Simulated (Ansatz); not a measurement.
Structures of KGe3Pb: which is lowest?

Plane-wave DFT in Ansatz with scalar-relativistic PAW potentials, cutoff 420 eV, Γ-centred meshes chosen by cell and gap, Gaussian smearing with energies taken to zero width. Every cell was relaxed (cell and atoms) in a run of its own, within the symmetry of its start. Functional: PBE.

Relaxed structures (starts from databases or built by putting these elements on another compound's sites):
A. P6_3/mmc, 10 atoms in the computed cell, a = 6.805 Å, c = 7.520 Å; sites (symmetry × multiplicity) K -6m2 × 2, Ge mm2 × 6, Pb -3m. × 2; start: built
B. Pm-3m, 5 atoms in the computed cell, a = 5.608 Å; sites (symmetry × multiplicity) K m-3m × 1, Ge 4/mm.m × 3, Pb m-3m × 1; start: built

Problem. Rank them by energy. Could pressure change the order?

Solution.
```tsv
structure	group	E − E(lowest) (meV/atom)	V (Å³/atom)	gap on mesh (eV)
A	P6_3/mmc	0.0	30.16	0.00
B	Pm-3m	554	35.27	0.00
```

A is lowest, 554 meV/atom under B. The lowest is also the densest of these, so pressure wouldn't bring one of the others in at first order. Other structures may lie lower than all of these, and vibrations aren't counted.

Spin-orbit coupling is left out, which matters for the bands of heavy elements. For Tl, Pb and Bi spin-orbit coupling shifts energies too.